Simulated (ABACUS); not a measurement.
Set-up for a self-consistent single point of Ge(SbTe₂)₂ (R3m, 7 atoms in the cell; from Materials Project mp-1224348, changed as shown).

```xyz
7
Lattice="2.1838 1.2608 15.1549 -2.1838 1.2608 15.1549 0.0000 -2.5216 15.1549" Properties=species:S:1:pos:R:3 pbc="T T T"
Ge     0.0000     0.0000    28.1241
Sb     0.0000     0.0000     5.8698
Sb     0.0000     0.0000    16.9320
Te     0.0000     0.0000    22.7824
Te     0.0000     0.0000    34.1101
Te     0.0000     0.0000    45.4636
Te     0.0000     0.0000    11.5275
```

Computed with PBEsol, numerical atomic orbitals SZP (confined pseudo-atomic orbitals with Gaussian additions; energy shift 0.01 Ry), PseudoDojo 0.4 standard norm-conserving PBEsol (tails mended) pseudopotentials in ABACUS.

ABACUS settings:

| setting | value |
|---|---|
| basis | SZP numerical atomic orbitals, energy shift 0.01 Ry |
| KPT | Gamma 6 6 6 0 0 0 |
| basis_type | lcao |
| dft_functional | PBESOL |
| ecutwfc | 100 Ry |
| smearing_method | fd |
| smearing_sigma | 0.00734986 Ry |
| potentials | PseudoDojo 0.4 standard norm-conserving PBEsol (tails mended) |
| symmetry | 1 |
| symmetry_prec | 1e-05 |
| ks_solver | genelpa |
| scf_nmax | 100 |
| scf_thr | 1.0e-07 |
| mixing_type | pulay |
| mixing_beta | 0.7 |

Results:

- Number of valence electrons: 108
- Number of bands: 65
- Number of k-points after the program's reduction: 32
- Size of the basis: 147
- Number of SCF iterations: 14
- Free energy E − TS: -18750.1197 eV
- Top of the valence band (on the code's own zero): 7.53 eV
- Gap on the k-point mesh: 0.36 eV
- Pressure: -5.14 GPa
- Largest force (vector length): 0.417 eV/Å

Forces (eV/Å):
```json
[
 {"atom": "Ge1", "Fx": "0.000", "Fy": "0.000", "Fz": "0.040"},
 {"atom": "Sb2", "Fx": "0.000", "Fy": "0.000", "Fz": "-0.128"},
 {"atom": "Sb3", "Fx": "0.000", "Fy": "0.000", "Fz": "0.104"},
 {"atom": "Te4", "Fx": "0.000", "Fy": "0.000", "Fz": "-0.417"},
 {"atom": "Te5", "Fx": "0.000", "Fy": "0.000", "Fz": "0.036"},
 {"atom": "Te6", "Fx": "0.000", "Fy": "0.000", "Fz": "0.114"},
 {"atom": "Te7", "Fx": "0.000", "Fy": "0.000", "Fz": "0.252"}
]
```

Stress (GPa, positive for compression):
```
-5.24   0.00   0.00
 0.00  -5.24   0.00
 0.00   0.00  -4.94
```

Gaps are taken between levels on the mesh.

For comparison: a first run was changed to give this one (lattice scaled by 1.02), and from it to this one the free energy goes up by 50.6 meV/atom, the pressure goes from -2.58 to -5.14 GPa, the largest force goes from 0.311 to 0.417 eV/Å and the gap on the mesh goes from 0.409 to 0.365 eV.

Spin-orbit coupling is left out, which matters for bands and gaps with elements this heavy. The atom-centred basis is finite, which shifts total energies, pressures, gaps and forces against plane waves. A single-zeta basis is rough, for pressures and forces above all. The structure comes from a collection of computed structures, made at another level of theory; the collection holds predicted forms beside known ones.

Cost on one core: roughly 6 core-minutes.

The atomic orbitals were generated for these runs; they are not ABACUS's published sets and were checked against plane waves on a few crystals only.

“Tails mended”: in these copies of the files the far tail of each local potential was reset to the Coulomb form.
